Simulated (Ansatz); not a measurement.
# ScTe₂: reading a single point

```
Sc Te
1.0
     1.77982    3.08274    0.00000
    -1.77982    3.08274    0.00000
     0.00000    0.00000   14.12528
Sc Te
2 4
Cartesian
  -0.0002 2.0553 3.5313
  -0.0002 4.1102 10.5940
  -0.0002 2.0553 8.8283
  -0.0002 4.1102 1.7657
  -0.0002 2.0553 12.3596
  0.0000 4.1105 5.2970
```

Method: r2SCAN, no spin polarisation; PAW, plane waves to 500 eV, 11×11×3 Γ-centred mesh, fermi-dirac occupations (width 0.1 eV) (Ansatz 0.2.0), atoms fixed.

Q: What does the stress say?

A: The pressure is 17.8 GPa (compression positive), so with the atoms held at these fractions the cell would first expand; the forces are large, so a full relaxation may end otherwise. The principal stresses 16.2, 16.2, 21.0 GPa differ, so its shape would change too.

Q: What do density and ELF say about some of the short contacts?

A: Sc–Te at 2.71 Å: least valence density 0.34 e/Å³ and ELF 0.31 there. Both are smooth PAW fields, read partly inside the augmentation spheres.

Q: Metal or insulator?

A: It is a metal, with about 5.5 states/eV a cell as the mean within 0.25 eV of the Fermi level, mostly Te p (72 %) and Sc d (25 %).

Q: Which element gives electrons and which takes them?

A: Bader charges in e: Sc +1.46, Te -0.73. In the mean Sc gives up most and Te takes most.

Q: Where is the largest force?

A: The largest is on Te3 (and as large on other atoms): 2.76 eV/Å, components (0.00, 0.00, -2.76). It makes 131° with the line to a nearest neighbour, Sc2 at 2.71 Å.

Origin: a known structure type with other elements, at an estimated volume, so it need not be a known compound. Caveats: atoms or cell far from equilibrium.
